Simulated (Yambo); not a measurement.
A G0W0@PBE run in Yambo for a free-standing PtSe2 monolayer (symmetry P-3m1, slab cell 15.6 Å high) (6×6×1 Γ-centred k mesh, bands 23 to 142 and a 6 Ry block in the screening, 142 bands in G with the Bruneval-Gonze terminator, plasmon pole fitted at 27.2 eV, slab-truncated Coulomb interaction, stochastic integration of W near q = 0) gives these matrix elements, in eV, at the band edges (Γ → (0, 0.167)):

| state | E0 | <Vxc> | <Σx> | <Σc(E0)> | Z |
|---|---|---|---|---|---|
| valence edge | 0.000 | -15.039 | -16.563 | 1.201 | 0.740 |
| conduction edge | 1.642 | -16.427 | -13.385 | -2.062 | 0.742 |

Q: Solve the linearised quasiparticle equation for both states, give the gap, and say how exchange and correlation each act on it.

A: E = E0 + Z(Σx + Σc − Vxc). Valence: 0.000 + 0.740 × (-16.563 + (1.201) − (-15.039)) = -0.24 eV. Conduction: 1.642 + 0.742 × (-13.385 + (-2.062) − (-16.427)) = 2.37 eV. The gap is 2.61 eV, against 1.64 eV in PBE. Replacing Vxc by bare exchange alone would open it by 4.57 eV; correlation takes back 3.26 eV of that, and Z scales what is left. Convergence of the G0W0 settings was not tested. The mesh misses a band edge: along a dense path the PBE gap is 1.37 eV against 1.64 eV on the mesh. Spin-orbit coupling is left out, which matters for elements this heavy: edges can move by tenths of an eV.

Geometry relaxed with PBE+D3(BJ); primitive cell a = b = 3.710 Å, c = 15.600 Å, α = β = 90.00°, γ = 120.00°.

The potentials are those of PseudoDojo's stringent table.
